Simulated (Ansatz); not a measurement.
Run on fcc Ni (100), 5 layers: DFT, PBEsol, PAW with Ansatz's default frozen-core files, scalar-relativistic (Ansatz 0.2.0).

The slab is cut from a bulk crystal relaxed on PAW files (its atoms may have been relaxed since).

Command: `ansatz run input.yaml --threads 3 --pin off --max-ram 9216MiB --backend cpu --events-out ev --progress --plain --runs-dir out` It took 62 s on 3 threads of Arm Neoverse V2 (shared host), peak memory 0.75 GiB.

```yaml
crystal:
  lattice:
    - [2.4496600307, 0.0, 0.0]
    - [0.0, 2.4496600307, 0.0]
    - [0.0, 0.0, 22.9287]
  atoms:
    - { symbol: Ni, position: [0.0, 0.0, 0.3489080308], spin: 1.0 }
    - { symbol: Ni, position: [0.5, 0.5, 0.4244540152], spin: 1.0 }
    - { symbol: Ni, position: [0.0, 0.0, 0.5], spin: 1.0 }
    - { symbol: Ni, position: [0.5, 0.5, 0.5755459848], spin: 1.0 }
    - { symbol: Ni, position: [0.0, 0.0, 0.6510919692], spin: 1.0 }
magnetization:
  spin_polarized: true
kpoints:
  mp_grid: { grid: [17, 17, 1] }
scf:
  occupations: { method: fermi_dirac, width: 0.1 }
hamiltonian:
  xc: pbesol
  pseudopotentials: { kind: paw }
output:
  forces: true
  stress: true
  eigenvalues: true
  populations: true
efield:
  axis: 3
  amplitude: 0
  dipole_correction: true
```

Output:

```
Engine: ansatz 0.2.0
Pseudopotentials: kind: paw
Pseudopotential: Ni, paw, valence charge 18, recommended cutoff 420 eV (normal), Ni.paw.azcp
Functional definition: PBEsol
  exchange = pbesol_x
  correlation = pbesol_c
Crystal: 5 atoms, lattice volume = 137.591 Å³
Basis set: ecut = 420 eV, 2637 PW (Γ), exchange–correlation on 36×36×320 points (8 copies of the dense FFT grid, shifted against one another)
Bands: 57, of which v1, the nominal top of the filled ones, is band 45 counted from 1 (44 counted from 0)
Symmetry: 8 space group operations
k-points: 45 of 289
Non-local potential: Ni, projectors of the file, l = 0: 3, l = 1: 2, l = 2: 3, l = 3: 1
PAW form: soft (Blöchl's): semilocal exchange-correlation on the pseudo side does not see the compensation charge
PAW frozen core: Ni, regenerated for the run's functional, and the local potential with it (the file was generated under x = pbe(κ = 0.804, μ = 0.2195149727645171), c = pbe(β = 0.06672455060314922))
PAW one-centre angular grid: Ni, 590 points (default); XC on 64 Gauss nodes
Initial density: superposition of atomic densities (neutral atoms: chi_scale 0, normalization atom)
Starting moments: Σ|m| = 5 μB on 5 of 5 sites
Initial wavefunctions: pseudopotential atomic-orbital guess
Functional: x = pbesol(κ = 0.804, μ = 0.12345679012345678), c = pbesol(β = 0.046)
SCF iter   1: F=—  HF=-29018.814750 eV  |F-HF|=—  |Δ(HF+E_count)|=         —  Δρ=2.78e-2 (↑2.62e-2 ↓2.78e-2)  dr2=5.64e0  dr2_m=1.29e-1  M=4.344 μB ∫|m|=4.571 μB  β_m=1.00  ethr=3.10e-3  p=0.000 e·Å  D=1.85e-13 V/Å  ΔV_dip=-0.00 eV  dr2_dipole=1.46e-10  V_vac-E_F(+/−)=7.19/7.19 eV  ⟨swp⟩=10.9  Hψ=26665  notcnv=0  defer=80
Mixer restart at iter 1: flushing history
efield: sawtooth ramp at fractional position 0.9500 (placed from the atoms, in the widest stretch of the axis that holds none; the zero of the levels goes with the place), width 0.1000; the density the first Hamiltonian is built on has a dipole p = 0.000 e·Å; the dipole correction subtracts the counter field D = 1.85e-13 V/Å, which shifts the + side's vacuum level by -0.00 eV against the − side's; the planar-averaged density in the ramp window peaks in size at 5.1e-6 e/Å³
preconditioner: auto → LDOS  [metal: Δε(μ)=0.012 eV  Ē_g=7.852 eV  σ=0.100 eV  W_gap=0.03  n_scr=18 (ndim 8)  ℏωp=22.4 eV  f_vac=0.557  D(μ)=8.59/eV (n_scr^D=84)]
spin=Collinear: LDOS preconditioning applied to the charge; magnetization (m = ρ↑ − ρ↓) channel mixes plain (no charge-response kernel on spin).
SCF iter   2: F=—  HF=-29018.664134 eV  |F-HF|=—  |Δ(HF+E_count)|=   1.51e-1  Δρ=1.65e-2 (↑1.11e-2 ↓1.65e-2)  dr2=8.97e-1  dr2_m=2.37e-2  M=3.977 μB ∫|m|=4.376 μB  β_m=0.29  ethr=3.10e-3  p=-0.000 e·Å  D=-3.16e-5 V/Å  ΔV_dip=0.00 eV  dr2_dipole=1.09e-7  V_vac-E_F(+/−)=6.37/6.37 eV  ⟨swp⟩=2.6  Hψ=8911  notcnv=0  defer=256
density mixer auto → msr1: a metal under ldos (density of states about μ 3.66 of a free-electron gas's, 18 screened modes)
SCF iter   3: F=—  HF=-29020.250522 eV  |F-HF|=—  |Δ(HF+E_count)|=    1.59e0  Δρ=1.08e-2 (↑4.65e-3 ↓1.08e-2)  dr2=2.16e-1  dr2_m=3.74e-2  M=3.899 μB ∫|m|=4.285 μB  β_m=0.48  ethr=9.97e-4  p=-0.000 e·Å  D=-9.13e-6 V/Å  ΔV_dip=0.00 eV  dr2_dipole=3.20e-9  V_vac-E_F(+/−)=5.99/5.99 eV  ⟨swp⟩=2.7  Hψ=8567  notcnv=0  defer=260
SCF iter   4: F=—  HF=-29022.282745 eV  |F-HF|=—  |Δ(HF+E_count)|=    2.03e0  Δρ=1.34e-2 (↑3.25e-3 ↓1.34e-2)  dr2=1.62e-1  dr2_m=6.15e-2  M=3.603 μB ∫|m|=4.013 μB  β_m=0.54  ethr=2.40e-4  p=0.000 e·Å  D=4.84e-7 V/Å  ΔV_dip=-0.00 eV  dr2_dipole=2.72e-10  V_vac-E_F(+/−)=5.46/5.46 eV  ⟨swp⟩=3.4  Hψ=9906  notcnv=0  defer=260
SCF iter   5: F=—  HF=-29022.934974 eV  |F-HF|=—  |Δ(HF+E_count)|=   6.52e-1  Δρ=6.22e-3 (↑2.65e-3 ↓6.22e-3)  dr2=4.30e-2  dr2_m=1.74e-2  M=3.417 μB ∫|m|=3.805 μB  β_m=0.72  ethr=1.80e-4  p=0.000 e·Å  D=9.96e-6 V/Å  ΔV_dip=-0.00 eV  dr2_dipole=6.23e-9  V_vac-E_F(+/−)=5.23/5.23 eV  ⟨swp⟩=3.1  Hψ=10661  notcnv=0  defer=277
SCF iter   6: F=—  HF=-29022.986481 eV  |F-HF|=—  |Δ(HF+E_count)|=   5.15e-2  Δρ=3.64e-3 (↑1.01e-3 ↓3.64e-3)  dr2=1.95e-2  dr2_m=3.53e-3  M=3.304 μB ∫|m|=3.696 μB  β_m=0.74  ethr=4.78e-5  p=-0.000 e·Å  D=-1.45e-6 V/Å  ΔV_dip=0.00 eV  dr2_dipole=1.54e-8  V_vac-E_F(+/−)=5.15/5.15 eV  ⟨swp⟩=2.4  Hψ=8947  notcnv=0  defer=280
SCF iter   7: F=—  HF=-29022.979719 eV  |F-HF|=—  |Δ(HF+E_count)|=   6.76e-3  Δρ=1.36e-3 (↑7.67e-4 ↓1.36e-3)  dr2=2.93e-3  dr2_m=4.05e-4  M=3.299 μB ∫|m|=3.696 μB  β_m=0.82  ethr=2.17e-5  p=0.000 e·Å  D=1.11e-5 V/Å  ΔV_dip=-0.00 eV  dr2_dipole=1.27e-8  V_vac-E_F(+/−)=5.04/5.04 eV  ⟨swp⟩=2.0  Hψ=7923  notcnv=0  defer=281
SCF iter   8: F=—  HF=-29022.982427 eV  |F-HF|=—  |Δ(HF+E_count)|=   2.71e-3  Δρ=7.10e-4 (↑4.00e-4 ↓7.10e-4)  dr2=9.99e-4  dr2_m=5.59e-5  M=3.308 μB ∫|m|=3.706 μB  β_m=0.68  ethr=3.25e-6  p=-0.000 e·Å  D=-8.12e-6 V/Å  ΔV_dip=0.00 eV  dr2_dipole=2.77e-8  V_vac-E_F(+/−)=5.06/5.06 eV  ⟨swp⟩=3.2  Hψ=10382  notcnv=0  defer=279
SCF iter   9: F=—  HF=-29022.982252 eV  |F-HF|=—  |Δ(HF+E_count)|=   1.75e-4  Δρ=1.98e-4 (↑5.32e-5 ↓1.98e-4)  dr2=2.88e-5  dr2_m=1.55e-5  M=3.312 μB ∫|m|=3.712 μB  β_m=0.84  ethr=1.11e-6  p=0.000 e·Å  D=2.37e-6 V/Å  ΔV_dip=-0.00 eV  dr2_dipole=1.04e-8  V_vac-E_F(+/−)=5.06/5.06 eV  ⟨swp⟩=2.0  Hψ=7249  notcnv=0  defer=279
SCF iter  10: F=—  HF=-29022.982273 eV  |F-HF|=—  |Δ(HF+E_count)|=   2.12e-5  Δρ=2.54e-5 (↑1.81e-5 ↓2.54e-5)  dr2=6.52e-6  dr2_m=5.81e-8  M=3.314 μB ∫|m|=3.714 μB  β_m=0.75  ethr=3.20e-8  p=-0.000 e·Å  D=-8.50e-6 V/Å  ΔV_dip=0.00 eV  dr2_dipole=2.25e-9  V_vac-E_F(+/−)=5.06/5.06 eV  ⟨swp⟩=2.4  Hψ=9439  notcnv=0  defer=279
SCF iter  11: F=—  HF=-29022.982273 eV  |F-HF|=—  |Δ(HF+E_count)|=   1.87e-7  Δρ=2.48e-5 (↑1.43e-5 ↓2.48e-5)  dr2=1.71e-6  dr2_m=5.57e-8  M=3.314 μB ∫|m|=3.715 μB  β_m=0.60  ethr=7.25e-9  p=0.000 e·Å  D=9.26e-6 V/Å  ΔV_dip=-0.00 eV  dr2_dipole=2.71e-9  V_vac-E_F(+/−)=5.06/5.06 eV  ⟨swp⟩=2.1  Hψ=7268  notcnv=0  defer=279
SCF iter  12: F=—  HF=-29022.982272 eV  |F-HF|=—  |Δ(HF+E_count)|=   3.62e-7  Δρ=8.27e-6 (↑7.52e-6 ↓8.27e-6)  dr2=2.64e-7  dr2_m=5.76e-9  M=3.314 μB ∫|m|=3.715 μB  β_m=0.62  ethr=1.90e-9  p=-0.000 e·Å  D=-3.71e-6 V/Å  ΔV_dip=0.00 eV  dr2_dipole=7.35e-9  V_vac-E_F(+/−)=5.06/5.06 eV  ⟨swp⟩=2.4  Hψ=8232  notcnv=0  defer=279
SCF iter  13: F=—  HF=-29022.982273 eV  |F-HF|=—  |Δ(HF+E_count)|=   1.94e-7  Δρ=5.38e-6 (↑1.28e-6 ↓5.38e-6)  dr2=3.47e-8  dr2_m=1.08e-8  M=3.314 μB ∫|m|=3.715 μB  β_m=0.57  ethr=2.93e-10  p=0.000 e·Å  D=7.21e-7 V/Å  ΔV_dip=-0.00 eV  dr2_dipole=4.27e-9  V_vac-E_F(+/−)=5.06/5.06 eV  ⟨swp⟩=2.7  Hψ=8298  notcnv=0  defer=279
SCF iter  14: F=-29022.982273 eV  HF=-29022.982273 eV  |F-HF|=7.80e-9  |Δ(HF+E_count)|=   2.34e-9  Δρ=1.95e-6 (↑1.32e-6 ↓1.95e-6)  dr2=1.75e-8  dr2_m=5.61e-10  M=3.314 μB ∫|m|=3.715 μB  ethr=3.86e-11  p=0.000 e·Å  D=1.58e-7 V/Å  ΔV_dip=-0.00 eV  dr2_dipole=4.49e-10  V_vac-E_F(+/−)=5.06/5.06 eV  ⟨swp⟩=12.4  Hψ=25583  notcnv=0
SCF 1 converged in 14 iterations: F = -29022.982273 eV  dr2 = 1.75e-8
  greatest PAW one-centre occupation: 1.001 electrons in one spin orbital (limit 2), on the Ni atom at site 0 (counted from 0), in its partial waves of l = 1
SCF converged after 14 iterations
Magnetization: 3.3138 μB (46.6569 up, 43.3431 down)
[... lines left out ...]
  E_band       = -2671.246522
  E_kinetic    = 1412.223414
  E_local      = -200730.731293  (includes V_loc(G=0)·N_el)
  E_nonlocal   = 3188.256720
  E_hartree    = 98312.647578
  E_xc         = -419.745805
  E_vxc        = -543.090278  (∫ρ·V_xc dr)
  E_paw        = -7978.083205  (= ΣΔE_a)
  E_vpaw       = -2623.161843  (= ΣTr[D̂ρ^β])
  E_aug_tail   = 0.002547  (compensation charges beyond the density's cutoff)
  E_efield     = 0.000000  (sawtooth field / dipole correction)
  E_vefield    = 0.000000  (∫n·V_field dr)
  E_ewald      = 77191.746348
  E_core_change = 0.986444  (= ΣΔE_core)
  E_smearing   = -0.285020  (= −TS)
  E_closure    = -0.000000  (closes the sum)
  Σ components = -29022.982273   (vs F -29022.982273, Δ=0.00e0)
--- Forces (eV/Å), atoms counted from 1 ---
  atom   1  Ni    -0.00000000     0.00000000     0.34689912
  atom   2  Ni     0.00000000     0.00000000    -0.39699187
  atom   3  Ni    -0.00000000     0.00000000     0.00000182
  atom   4  Ni     0.00000000     0.00000000     0.39699311
  atom   5  Ni     0.00000000     0.00000000    -0.34689289
  max |Σ_I F_I| component: 9.29e-6 eV/Å
--- Stress (GPa, compression-positive) ---
       -2.801473       0.000000       0.000000
        0.000000      -2.801473       0.000000
        0.000000       0.000000      -1.196603
  P = ⅓ Tr σ = -2.2665 GPa (-22.665 kbar)
--- Band table (eV; the first three rows and the last of 90) ---
  k-point 0 ↑: bands = ["-99.3111", "-99.2908", "-99.2717", "-98.9443", "-98.9443", "-59.9244", "-59.8415", "-59.7750", "-59.7750", "-59.7514", "-59.7409", "-59.7409", "-59.7062", "-59.7062", "-59.4653", "-59.4653", "-59.4653", "-59.4653", "-59.3543", "-59.3540", "-4.9102", "-3.6339", "-1.9408", "-0.7386", "-0.7189", "-0.1984", "0.2367", "0.7668", "1.2517", "1.5051", "1.7081", "1.7081", "2.1535", "2.1535", "2.2386", "2.5031", "2.7351", "2.7718", "2.7718", "2.8294", "2.8794", "3.0657", "3.3228", "3.3335", "3.3335", "3.5133", "3.5838", "3.6295", "3.6295", "4.5315", "5.8639", "8.9687", "9.3248", "10.1602", "11.5462", "12.7466", "14.8358"]
  k-point 1 ↑: bands = ["-99.3103", "-99.2903", "-99.2715", "-98.9438", "-98.9438", "-59.9229", "-59.8432", "-59.7776", "-59.7740", "-59.7598", "-59.7404", "-59.7379", "-59.7109", "-59.7064", "-59.4698", "-59.4698", "-59.4650", "-59.4650", "-59.3539", "-59.3536", "-4.8183", "-3.5477", "-1.8645", "-0.6725", "-0.6642", "-0.1680", "0.2613", "0.7827", "1.2592", "1.5294", "1.6958", "1.7212", "2.0066", "2.1449", "2.3913", "2.4175", "2.5463", "2.7176", "2.7402", "2.8644", "3.0890", "3.1482", "3.1701", "3.2039", "3.4184", "3.4735", "3.4912", "3.5627", "3.6427", "4.7687", "6.1211", "9.0553", "9.4185", "10.2445", "11.6362", "12.8200", "14.9186"]
  k-point 2 ↑: bands = ["-99.3079", "-99.2889", "-99.2711", "-98.9425", "-98.9425", "-59.9189", "-59.8490", "-59.7848", "-59.7767", "-59.7711", "-59.7391", "-59.7364", "-59.7240", "-59.7069", "-59.4826", "-59.4825", "-59.4641", "-59.4641", "-59.3527", "-59.3525", "-4.5463", "-3.2951", "-1.6479", "-0.5094", "-0.4907", "-0.0782", "0.3387", "0.8349", "1.2722", "1.5941", "1.6726", "1.7577", "1.8520", "2.1068", "2.1168", "2.5107", "2.5777", "2.5959", "2.7608", "2.8141", "2.9369", "3.0168", "3.0733", "3.1071", "3.4106", "3.4134", "3.5543", "3.6470", "3.6742", "5.2836", "6.7342", "9.3144", "9.6997", "10.4961", "11.9062", "13.0372", "15.1658"]
  k-point 44 ↓: bands = ["-98.4359", "-98.4358", "-98.4326", "-98.0091", "-98.0091", "-59.1170", "-59.1169", "-59.0652", "-59.0638", "-59.0139", "-59.0083", "-59.0012", "-58.9968", "-58.9879", "-58.6862", "-58.6862", "-58.6861", "-58.6861", "-58.4859", "-58.4859", "-0.2584", "-0.2064", "0.2440", "0.4311", "0.4340", "0.7081", "0.9336", "1.0062", "1.0097", "1.8792", "1.8936", "2.9929", "3.0094", "3.5754", "3.6662", "4.0003", "4.0787", "4.1172", "4.1264", "4.2333", "4.4520", "4.4854", "4.5088", "4.7859", "4.8055", "7.1682", "7.5585", "9.1133", "9.5286", "11.3766", "11.9250", "13.6900", "14.0826", "14.4184", "14.5439", "14.6173", "14.9990"]
--- Löwdin populations: 5 sites ---
  site symbol       q [e]    m [muB]
     0     Ni     17.8009     0.7464
     1     Ni     17.7706     0.6539
     2     Ni     17.7789     0.6572
     3     Ni     17.7706     0.6539
     4     Ni     17.8009     0.7464
  spilling = 0.011979 (of n_electrons = 90.000000)
```

populations.tsv:

```
# site	symbol	l	j	q_up	q_dn
# orbitals = lowdin
# n_electrons = 90.000000
# spilling = 0.011979
0	Ni	0_3S	-	0.998538	0.998585
0	Ni	0_4S	-	0.477856	0.480923
0	Ni	1_3P	-	2.998833	2.998722
0	Ni	2_3D	-	4.798453	4.049001
1	Ni	0_3S	-	0.997825	0.997899
1	Ni	0_4S	-	0.468153	0.479841
1	Ni	1_3P	-	2.999071	2.999013
1	Ni	2_3D	-	4.747176	4.081590
2	Ni	0_3S	-	0.997795	0.997875
2	Ni	0_4S	-	0.473797	0.485574
2	Ni	1_3P	-	2.998999	2.998947
2	Ni	2_3D	-	4.747496	4.078441
3	Ni	0_3S	-	0.997825	0.997899
3	Ni	0_4S	-	0.468153	0.479841
3	Ni	1_3P	-	2.999071	2.999013
3	Ni	2_3D	-	4.747177	4.081594
4	Ni	0_3S	-	0.998538	0.998585
4	Ni	0_4S	-	0.477856	0.480923
4	Ni	1_3P	-	2.998833	2.998722
4	Ni	2_3D	-	4.798454	4.049006
```

Next run (atoms relaxed), as changes to the input before:

```diff
   eigenvalues: true
-  populations: true
+relax:
+  f_tol: 0.01
+  max_steps: 40
 efield:
```

Command: `ansatz run input.yaml --threads 3 --pin off --max-ram 9216MiB --backend cpu --events-out ev --progress --plain --runs-dir out` It took 3.2 min on 3 threads of Arm Neoverse V2, on a shared host, peak memory 0.77 GiB.

Results part of the output:

```
Warning: output.stress: scf.convergence.dr2_threshold = 1e-7 eV (the SCF's general default) is looser than the 5e-10 eV advised for a printed stress (1e-10 eV for each atom of the cell: 5). What an SCF threshold leaves in a stress goes as its square root, and in the free energy as the threshold itself, and one threshold admits the most on a small cell: of the crystals measured, under no hybrid fun
SCF converged after 8 iterations
Magnetization: 3.3095 μB (46.6547 up, 43.3453 down)
Absolute magnetization: 3.7114 μB (∫|ρ↑−ρ↓|, with the PAW one-centre terms)
Spin contamination: 0.0402 ħ² per cell (⟨S²⟩ above its minimum at these occupations)
Per-site moments (μB) at R_I (Å): [(0.7468939264259422, 0.9930043934170178), (0.6644047365410436, 0.9930043934170178), (0.6609231114877626, 1.01048476266375), (0.6644053909692417, 0.993004988556673), (0.7468948535759047, 0.993004988556673)]
Free energy (F): -29023.004562 eV
Harris-Foulkes:  -29023.004562 eV  (|F-HF|=5.42e-8)
Internal energy: -29022.727206 eV  (E = F + TS)
E sigma→0 (E₀):  -29022.865884 eV
Entropy (-TS):   -0.277356 eV (-55.471 meV/atom)
[... lines left out ...]
  k-point 1 ↑: bands = ["-99.3353", "-99.3308", "-99.2551", "-98.9788", "-98.9788", "-59.9346", "-59.8846", "-59.7993", "-59.7943", "-59.7911", "-59.7824", "-59.7491", "-59.7004", "-59.6960", "-59.5053", "-59.5052", "-59.5006", "-59.5005", "-59.3862", "-59.3858", "-4.8541", "-3.6467", "-1.8819", "-0.7265", "-0.7066", "-0.2024", "0.1461", "0.7370", "1.2789", "1.5429", "1.6719", "1.6954", "1.9446", "2.0498", "2.3597", "2.3900", "2.5948", "2.6609", "2.7649", "2.8238", "3.0118", "3.1187", "3.1739", "3.1908", "3.4088", "3.4669", "3.5020", "3.5609", "3.6439", "4.8841", "6.2364", "9.0647", "9.4319", "10.2477", "11.6330", "12.8325", "14.9147"]
  k-point 2 ↑: bands = ["-99.3335", "-99.3294", "-99.2542", "-98.9776", "-98.9776", "-59.9305", "-59.8869", "-59.8113", "-59.8101", "-59.7919", "-59.7810", "-59.7457", "-59.7124", "-59.6959", "-59.5179", "-59.5177", "-59.4999", "-59.4998", "-59.3849", "-59.3847", "-4.5819", "-3.3934", "-1.6673", "-0.5534", "-0.5491", "-0.1119", "0.2247", "0.7837", "1.2803", "1.6046", "1.6537", "1.7327", "1.8061", "2.0282", "2.0746", "2.4880", "2.5231", "2.6372", "2.7492", "2.7827", "2.9385", "3.0080", "3.0384", "3.0707", "3.4070", "3.4086", "3.5562", "3.6503", "3.6758", "5.3857", "6.8369", "9.3244", "9.7146", "10.5007", "11.9048", "13.0532", "15.1643"]
  k-point 44 ↓: bands = ["-98.4730", "-98.4729", "-98.4075", "-98.0449", "-98.0449", "-59.1318", "-59.1316", "-59.1050", "-59.1042", "-59.0415", "-59.0382", "-59.0081", "-59.0060", "-58.9648", "-58.7223", "-58.7223", "-58.7222", "-58.7222", "-58.5204", "-58.5204", "-0.3221", "-0.2050", "0.1491", "0.4031", "0.4058", "0.5925", "0.8585", "0.8975", "0.9016", "1.7988", "1.8124", "2.9899", "3.0075", "3.5691", "3.6705", "4.0085", "4.0757", "4.1217", "4.1271", "4.2355", "4.4157", "4.4418", "4.5321", "4.7477", "4.7703", "7.1389", "7.5282", "9.0475", "9.4561", "11.4372", "11.9896", "13.8005", "14.0777", "14.4173", "14.6682", "14.7195", "15.0423"]
--- Relaxed structure (4 steps of the walk, 4 accepted, 0 SCFs on fresh bases) ---
  F+E_penalty+E_count = -29023.00456165 eV   max|allowed force component| = 1.048e-4 eV/Å
  atoms:
    - { symbol: Ni, position: [-2.254594201768096e-31, 0.0, 0.3509781962488885] }
    - { symbol: Ni, position: [0.5, 0.5, 0.423887020469107] }
    - { symbol: Ni, position: [-1.4499154817103332e-31, 0.0, 0.4999999194269272] }
    - { symbol: Ni, position: [0.5, 0.5, 0.5761129745117071] }
    - { symbol: Ni, position: [-1.4495223802349752e-31, 0.0, 0.6490218893433702] }
```

Next run (vacuum of 13 Å), as changes to the input before:

```diff
-    - [0.0, 0.0, 22.9287]
+    - [0.0, 0.0, 19.8338]
   atoms:
-    - { symbol: Ni, position: [0.0, 0.0, 0.3489080308], spin: 1.0 }
-    - { symbol: Ni, position: [0.5, 0.5, 0.4244540152], spin: 1.0 }
-    - { symbol: Ni, position: [0.0, 0.0, 0.5], spin: 1.0 }
-    - { symbol: Ni, position: [0.5, 0.5, 0.5755459848], spin: 1.0 }
-    - { symbol: Ni, position: [0.0, 0.0, 0.6510919692], spin: 1.0 }
+    - { symbol: Ni, position: [0.0, 0.0, 0.3277245302], spin: 1.0 }
+    - { symbol: Ni, position: [0.5, 0.5, 0.4120101718], spin: 1.0 }
+    - { symbol: Ni, position: [0.0, 0.0, 0.4999998574], spin: 1.0 }
+    - { symbol: Ni, position: [0.5, 0.5, 0.5879897235], spin: 1.0 }
+    - { symbol: Ni, position: [0.0, 0.0, 0.6722754698], spin: 1.0 }
 magnetization:
   eigenvalues: true
-relax:
-  f_tol: 0.01
-  max_steps: 40
 efield:
```

Results part of the output:

```
WARN: efield: at this solve's end the planar-averaged density reaches 1.19e-5 e/Å³ inside the ramp window [0.8996, 0.1004] (bound 1e-5 e/Å³), and -7.13e-6 e/Å³ on another of its planes; by the running means of the window's planes the mean density over a ramp is at most 1.16e-5 e/Å³, which is held to the bound (the quickstart, § The vacuum guard, A window that rings); the window's nearer edge stands 4.51 Å from this solve's nearest atom along the axis. Its work functions, free energy, forces, stress, dipole, levels and responses can be off, and this figure does not tell by how much. A short vacuum, a low `basis.ecutwfc` or `basis.ecutrho_ratio` and negative occupations (`scf.occupations.method`) can put density there. See the manual's quickstart, § The vacuum guard
SCF 1 converged in 15 iterations: F = -29023.004554 eV  dr2 = 2.03e-8
  greatest PAW one-centre occupation: 1.001 electrons in one spin orbital (limit 2), on the Ni atom at site 4 (counted from 0), in its partial waves of l = 1
SCF converged after 15 iterations
Magnetization: 3.3095 μB (46.6548 up, 43.3452 down)
Absolute magnetization: 3.7109 μB (∫|ρ↑−ρ↓|, with the PAW one-centre terms)
Spin contamination: 0.0402 ħ² per cell (⟨S²⟩ above its minimum at these occupations)
[... lines left out ...]
       -0.000000       0.000000       0.000739
  P = ⅓ Tr σ = -1.5251 GPa (-15.251 kbar)
--- Band table (eV; the first three rows and the last of 90) ---
  k-point 0 ↑: bands = ["-97.9046", "-97.8999", "-97.8240", "-97.5479", "-97.5479", "-58.5046", "-58.4525", "-58.3637", "-58.3637", "-58.3515", "-58.3515", "-58.3203", "-58.2646", "-58.2646", "-58.0695", "-58.0695", "-58.0694", "-58.0694", "-57.9552", "-57.9548", "-3.5145", "-2.3016", "-0.5262", "0.6401", "0.6706", "1.1984", "1.5526", "2.1546", "2.7066", "2.9508", "3.1136", "3.1136", "3.4876", "3.4876", "3.6684", "3.9917", "4.1581", "4.1581", "4.1913", "4.2406", "4.2785", "4.4110", "4.7318", "4.7595", "4.7595", "4.9364", "5.0124", "5.0614", "5.0614", "6.0906", "7.4201", "10.3615", "11.0684", "12.3832", "14.5049", "15.9140", "18.8033"]
  k-point 1 ↑: bands = ["-97.9039", "-97.8994", "-97.8237", "-97.5474", "-97.5474", "-58.5032", "-58.4532", "-58.3679", "-58.3628", "-58.3596", "-58.3510", "-58.3176", "-58.2689", "-58.2645", "-58.0738", "-58.0738", "-58.0692", "-58.0691", "-57.9548", "-57.9544", "-3.4226", "-2.2153", "-0.4505", "0.7049", "0.7248", "1.2290", "1.5775", "2.1684", "2.7104", "2.9743", "3.1034", "3.1268", "3.3760", "3.4812", "3.7912", "3.8214", "4.0262", "4.0923", "4.1963", "4.2553", "4.4432", "4.5501", "4.6053", "4.6222", "4.8402", "4.8983", "4.9335", "4.9923", "5.0754", "6.3153", "7.6686", "10.4485", "11.1646", "12.4645", "14.5929", "15.9720", "18.8647"]
  k-point 2 ↑: bands = ["-97.9020", "-97.8980", "-97.8228", "-97.5461", "-97.5461", "-58.4991", "-58.4555", "-58.3799", "-58.3787", "-58.3604", "-58.3496", "-58.3143", "-58.2810", "-58.2645", "-58.0865", "-58.0863", "-58.0684", "-58.0684", "-57.9535", "-57.9533", "-3.1505", "-1.9620", "-0.2358", "0.8780", "0.8824", "1.3195", "1.6561", "2.2151", "2.7117", "3.0360", "3.0852", "3.1641", "3.2375", "3.4597", "3.5061", "3.9194", "3.9546", "4.0686", "4.1807", "4.2141", "4.3699", "4.4394", "4.4698", "4.5021", "4.8384", "4.8400", "4.9876", "5.0817", "5.1073", "6.8169", "8.2696", "10.7083", "11.4530", "12.7063", "14.8568", "16.1361", "18.2802"]
  k-point 44 ↓: bands = ["-97.0415", "-97.0415", "-96.9760", "-96.6135", "-96.6135", "-57.7004", "-57.7001", "-57.6735", "-57.6728", "-57.6100", "-57.6067", "-57.5766", "-57.5745", "-57.5333", "-57.2909", "-57.2909", "-57.2907", "-57.2907", "-57.0890", "-57.0889", "1.1094", "1.2265", "1.5806", "1.8346", "1.8373", "2.0239", "2.2899", "2.3289", "2.3330", "3.2302", "3.2439", "4.4213", "4.4389", "5.0006", "5.1020", "5.4399", "5.5071", "5.5531", "5.5585", "5.6669", "5.8471", "5.8732", "5.9636", "6.1791", "6.2017", "8.5703", "8.9596", "10.4789", "10.8875", "12.8686", "13.4210", "15.2319", "15.5092", "15.8488", "16.0997", "16.1509", "16.4737"]
```

Other magnetic orders may lie lower. The PAW files were made under PBE. The program warned of electron density in the middle of the vacuum in some runs, so work functions there carry some error.
